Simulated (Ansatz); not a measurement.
**A plane-wave run on ScBr₅**

Input file of Ansatz 0.2.0:

```yaml
crystal:
  lattice:
    - [6.582142, 0.0, 0.0]
    - [-3.157898, 6.429031, 0.0]
    - [-0.151664, -3.587328, 9.079686]
  atoms:
    - { symbol: Sc, position: [0.89344, 0.77745, 0.27635] }
    - { symbol: Sc, position: [0.10656, 0.22255, 0.72365] }
    - { symbol: Br, position: [0.2479, 0.18731, 0.45515] }
    - { symbol: Br, position: [0.7521, 0.81269, 0.54485] }
    - { symbol: Br, position: [0.12329, 0.61827, 0.35255] }
    - { symbol: Br, position: [0.87671, 0.38173, 0.64745] }
    - { symbol: Br, position: [0.69257, 0.99432, 0.25183] }
    - { symbol: Br, position: [0.30743, 0.00568, 0.74817] }
    - { symbol: Br, position: [0.54584, 0.41557, 0.16637] }
    - { symbol: Br, position: [0.45416, 0.58443, 0.83363] }
    - { symbol: Br, position: [0.07785, 0.81505, 0.06369] }
    - { symbol: Br, position: [0.92215, 0.18495, 0.93631] }
kpoints:
  mp_grid: { grid: [3, 3, 2], shift: [0.5, 0.0, 0.0] }
magnetization:
  spin_polarized: false
scf:
  occupations: { method: gaussian, width: 0.0454 }
  lower_state_search: "off"
  max_iter: 200
hamiltonian:
  pseudopotentials: { kind: paw }
  xc: r2scan
basis:
  ecutwfc: 500
  fft_grid_basis: typed
output:
  forces: true
  stress: true
  eigenvalues: true
  bader: true
  populations: true
  elf: true
  write_potential: true
  volumetric_format: npy
  dos:
    e_range: [-12, 8]
    de: 0.05
    projected: { site_lists: { Br: [Br], Sc: [Sc] } }
    method: { smearing: { sigma: 0.1, scheme: gaussian } }
checkpoint:
  read: saved_state
```

The saved state is an earlier solution for the same cell, perhaps on another mesh. 

Parts of the output:

```
SCF iter   1: F=-32221.1425 eV  Δρ=4.00e-4  dr2=1.43e-3  dr2_τ=4.74e-4
SCF iter   2: F=-32221.1434 eV  Δρ=1.95e-4  dr2=3.24e-4  dr2_τ=4.89e-6
SCF iter   3: F=-32221.1435 eV  Δρ=1.26e-4  dr2=1.82e-4  dr2_τ=1.42e-6
SCF iter   4: F=-32221.1436 eV  Δρ=5.23e-5  dr2=2.75e-5  dr2_τ=1.20e-6
SCF iter   5: F=-32221.1439 eV  Δρ=3.00e-5  dr2=1.04e-5  dr2_τ=1.08e-7
SCF iter   6: F=-32221.1439 eV  Δρ=1.63e-5  dr2=3.08e-6  dr2_τ=5.40e-8
SCF iter   7: F=-32221.1439 eV  Δρ=7.96e-6  dr2=6.75e-7  dr2_τ=1.84e-8
SCF iter   8: F=-32221.1439 eV  Δρ=3.20e-6  dr2=1.06e-7  dr2_τ=2.80e-9
SCF iter   9: F=-32221.1439 eV  Δρ=1.32e-6  dr2=2.40e-8  dr2_τ=1.28e-9
Free energy (F): -32221.1439 eV
Harris-Foulkes:  -32221.1439 eV  (|F-HF|=1.81e-8)
Internal energy: -32221.1118 eV  (E = F + TS)
E sigma→0 (E₀):  -32221.1279 eV
Entropy (-TS):   -0.0321 eV (-2.672 meV/atom)
Fermi energy:    1.4028 eV
--- Forces (eV/Å), atoms counted from 1 ---
  atom   1  Sc    -0.1289     0.3782     0.9983
  atom   2  Sc     0.1289    -0.3782    -0.9983
  atom   3  Br     0.1448     0.1091    -0.0271
  atom   4  Br    -0.1448    -0.1091     0.0271
  atom   5  Br     0.8442    -0.5695     0.3109
  atom   6  Br    -0.8442     0.5695    -0.3109
  atom   7  Br    -0.7356     0.5281    -0.0104
  atom   8  Br     0.7356    -0.5281     0.0104
  atom   9  Br    -0.4749    -0.7116    -0.4878
  atom  10  Br     0.4749     0.7116     0.4878
  atom  11  Br     0.3987     0.3710    -0.8325
  atom  12  Br    -0.3987    -0.3710     0.8325
--- Stress (GPa, compression-positive) ---
        2.9750      -0.4867       0.1444
       -0.4867       2.1707      -0.3184
        0.1444      -0.3184       1.4439
  P = ⅓ Tr σ = 2.1965 GPa (21.965 kbar)
--- Löwdin populations: 12 sites ---
  site symbol       q [e]
     0     Sc     10.2681
     1     Sc     10.2681
     2     Br      7.1588
     3     Br      7.1588
     4     Br      7.0927
     5     Br      7.0927
     6     Br      7.1013
     7     Br      7.1013
     8     Br      7.1290
     9     Br      7.1290
    10     Br      7.1186
    11     Br      7.1186
  spilling = 0.0029 (of n_electrons = 92.0000)
--- Bader charges: 12 sites ---
  site symbol  charge [e]  shift [e]
     0     Sc      1.8478     0.0003
     1     Sc      1.8479     0.0003
     2     Br     -0.4399     0.0001
     3     Br     -0.4399     0.0001
     4     Br     -0.3235     0.0001
     5     Br     -0.3236     0.0001
     6     Br     -0.3264     0.0001
     7     Br     -0.3264     0.0001
     8     Br     -0.3840     0.0000
     9     Br     -0.3840     0.0000
    10     Br     -0.3741     0.0000
    11     Br     -0.3741     0.0000
```

Origin: a known structure type with other elements, at an estimated volume, so it need not be a known compound. Caveats: many states at the Fermi level without spin polarisation, so a magnetic state may lie lower; the k mesh is coarse if the cell is a metal.
